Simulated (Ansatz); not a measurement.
BaCuSF:
```
BaCuSF
1.0
    4.09287     0.00000     0.00000
    0.00000     4.09287     0.00000
    0.00000     0.00000     9.06821
Ba Cu S F
2 2 2 2
Direct
  0.00000   0.50000   0.82095
  0.50000   0.00000   0.17905
  0.50000   0.50000   0.50000
  0.00000   0.00000   0.50000
  0.00000   0.50000   0.35675
  0.50000   0.00000   0.64325
  0.50000   0.50000   0.00000
  0.00000   0.00000   0.00000
```

DFT-r²SCAN in the program Ansatz with PAW potentials gives a gap of 1.86 eV without spin–orbit coupling, maximum at Γ, minimum at Γ.

### Question
What happens when spin–orbit coupling is switched on?

### Answer
The gap decreases by 0.02 eV, to 1.84 eV; maximum at Γ, minimum at Γ.

### Question
Give the electron effective mass with spin–orbit coupling.

### Answer
0.36, 0.36, 1.6 mₑ (principal values).

### Question
Give the hole effective mass with spin–orbit coupling.

### Answer
0.76, 0.76, 28 mₑ (principal values).

Space group P4/nmm. The first step of the workflow began from a Materials Project structure, measured or hypothetical; the Crystallography Open Database copy checked does not list it. Its standing as an ambient phase is unchecked. The cell was relaxed with r²SCAN under the symmetry of its start; its stability against distortions is not shown here. The run is not spin-polarised. No Hubbard U is applied.

Potentials: the later of the program's two PAW sets.
